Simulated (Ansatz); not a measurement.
Starting cell, LiH (rock salt):

```
CELL_PARAMETERS angstrom
      0.00000     4.00544     4.00544
      2.00272     2.00272     4.00544
      2.00272     2.00272     0.00000
ATOMIC_POSITIONS crystal
  Li 0.00000 0.00000 0.00000
  Li 0.50000 0.00000 0.00000
  H  0.00000 0.50000 0.50000
  H  0.50000 0.50000 0.50000
```

The atoms are displaced by Q × the pattern below (from a DFPT mode at X = (0.5, 0.5, 0.0), largest move 1; Q in Å), at fixed cell. It is one choice among 2 degenerate patterns. (q is in reciprocal vectors of the primitive cell; the cell shown is doubled to hold the pattern.)

| atom | x | y | z |
|---|---|---|---|
| Li1 | 0.000 | 0.024 | 0.000 |
| Li2 | 0.000 | -0.024 | 0.000 |
| H3 | 0.000 | 1.000 | 0.000 |
| H4 | 0.000 | -1.000 | 0.000 |

Calculation: r2SCAN (plane waves to 500 eV, PAW, scalar-relativistic; Ansatz, a first-principles code). k mesh 14×14×14 (Γ-centred), Fermi-Dirac smearing 0.05 eV. LiH was relaxed with its symmetry unable to fall.

At one point of the scan the forces (eV/Å) are:

| atom | Fx | Fy | Fz |
|---|---|---|---|
| Li1 | 0.000 | 0.022 | 0.000 |
| Li2 | 0.000 | -0.022 | 0.000 |
| H3 | 0.000 | 0.134 | 0.000 |
| H4 | 0.000 | -0.134 | 0.000 |

Question: Which point is it?
A. Q = -0.017 Å
B. Q = -0.083 Å
C. Q = -0.050 Å

Answer: C, Q = -0.050 Å

(A displaced cell: forces are minus the slopes of the energy, force constants its curvatures, and phonons follow from these.)
